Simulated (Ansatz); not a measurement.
## Strain and the gap of WSe2 (2H-MoS2 type)

WSe2 (2H-MoS2 type), relaxed with r2SCAN+rVV10 in the plane-wave code Ansatz. Space group P6_3/mmc (No. 194), hexagonal; a = 3.300 Å, c = 13.149 Å in the conventional setting, 20.66 Å³ an atom. W has 6 Se at 2.53 Å; Se has 3 W at 2.53 Å.

The axes x, y and z are those of this cell:
```xyz
6
Lattice="3.2997 0.0000 0.0000 -1.6498 2.8576 0.0000 0.0000 0.0000 13.1487" Properties=species:S:1:pos:R:3 pbc="T T T"
W     0.0000    1.9051    3.2872
W     1.6498    0.9525    9.8615
Se    1.6498    0.9525    4.9526
Se    1.6498    0.9525    1.6218
Se    0.0000    1.9051   11.5269
Se    0.0000    1.9051    8.1961
```

Unstrained: PBE gives an indirect gap of 1.022 eV, from Γ to Γ–K (0.54 of the way from Γ); the least direct gap is 1.496 eV at K. With r2SCAN the valence top lies at Γ and the conduction bottom at Γ–K (0.54 of the way from Γ), 1.143 eV higher; the smallest vertical gap, at K, is 1.612 eV. With HSE06 the valence top lies at Γ and the conduction bottom at Γ–K (0.54 of the way from Γ), 1.500 eV higher; the smallest vertical gap, at K, is 1.948 eV. The r2SCAN+SOC gap is indirect, 1.066 eV (Γ to Γ–K (0.54 of the way from Γ)), below the direct gap of 1.391 eV at K. Meshes: PBE 12×12×2, r2SCAN 12×12×2, HSE06 6×6×2, r2SCAN+SOC 12×12×2. Strains are changes of length per length. After each strain the atoms were relaxed again with r2SCAN+rVV10 within the symmetry that the strain leaves, so tilts or polar shifts that break it weren't tested; points keep the names that they have in the unstrained zone. No magnetic order and no zero-point or thermal motion.

Changes of the least gap in eV (an overlap counts as a negative gap):

| strain | volume change (%) | space group | PBE | r2SCAN | HSE06 | r2SCAN+SOC |
| --- | --- | --- | --- | --- | --- | --- |
| uniaxial -4.0 % along z | -4.0 | P6_3/mmc | -0.195 | -0.202 | -0.226 | -0.196 |
| uniaxial -3.0 % along z | -3.0 | P6_3/mmc | -0.145 | -0.150 | -0.168 | -0.146 |
| uniaxial -2.0 % along z | -2.0 | P6_3/mmc | -0.096 | -0.099 | -0.111 | -0.096 |
| uniaxial -1.0 % along z | -1.0 | P6_3/mmc | -0.048 | -0.049 | -0.055 | -0.048 |
| uniaxial +1.0 % along z | +1.0 | P6_3/mmc | +0.047 | +0.048 | +0.053 | +0.046 |
| uniaxial +2.0 % along z | +2.0 | P6_3/mmc | +0.092 | +0.094 | +0.105 | +0.091 |
| uniaxial +3.0 % along z | +3.0 | P6_3/mmc | +0.137 | +0.140 | +0.155 | +0.134 |
| uniaxial +4.0 % along z | +4.0 | P6_3/mmc | +0.180 | +0.183 | +0.204 | +0.168 |

Uniaxial -4.0 % along z, other directions held. HSE06: the gap goes from 1.500 to 1.274 eV (-0.226 eV). Stress change with PBE, compression positive: xx +0.76, yy +0.76, zz +2.77 GPa.

Uniaxial -3.0 % along z, other directions held. HSE06: the gap goes from 1.500 to 1.332 eV (-0.168 eV). Stress change with PBE, compression positive: xx +0.52, yy +0.52, zz +1.89 GPa.

Uniaxial -2.0 % along z, other directions held. HSE06: the gap goes from 1.500 to 1.389 eV (-0.111 eV). Stress change with PBE, compression positive: xx +0.32, yy +0.32, zz +1.14 GPa.

Uniaxial -1.0 % along z, other directions held. HSE06: the gap goes from 1.500 to 1.445 eV (-0.055 eV). Stress change with PBE, compression positive: xx +0.13, yy +0.13, zz +0.49 GPa.

Uniaxial +1.0 % along z, other directions held. HSE06: the gap goes from 1.500 to 1.553 eV (+0.053 eV). Stress change with PBE, compression positive: xx -0.13, yy -0.13, zz -0.45 GPa.

Uniaxial +2.0 % along z, other directions held. HSE06: the gap goes from 1.500 to 1.605 eV (+0.105 eV). Stress change with PBE, compression positive: xx -0.24, yy -0.24, zz -0.81 GPa.

Uniaxial +3.0 % along z, other directions held. HSE06: the gap goes from 1.500 to 1.655 eV (+0.155 eV). Stress change with PBE, compression positive: xx -0.33, yy -0.33, zz -1.11 GPa.

Uniaxial +4.0 % along z, other directions held. HSE06: the gap goes from 1.500 to 1.704 eV (+0.204 eV). Stress change with PBE, compression positive: xx -0.40, yy -0.40, zz -1.34 GPa.

Only the levels marked +SOC include spin-orbit coupling.

Where an edge lies off the special points, it is a point of the mesh or the k point where a search put PBE's edge or least direct gap, reused for the other functionals, whose own edges may lie a little apart.

The meshes of the hybrids are coarse, so their gaps aren't converged to the digits shown.
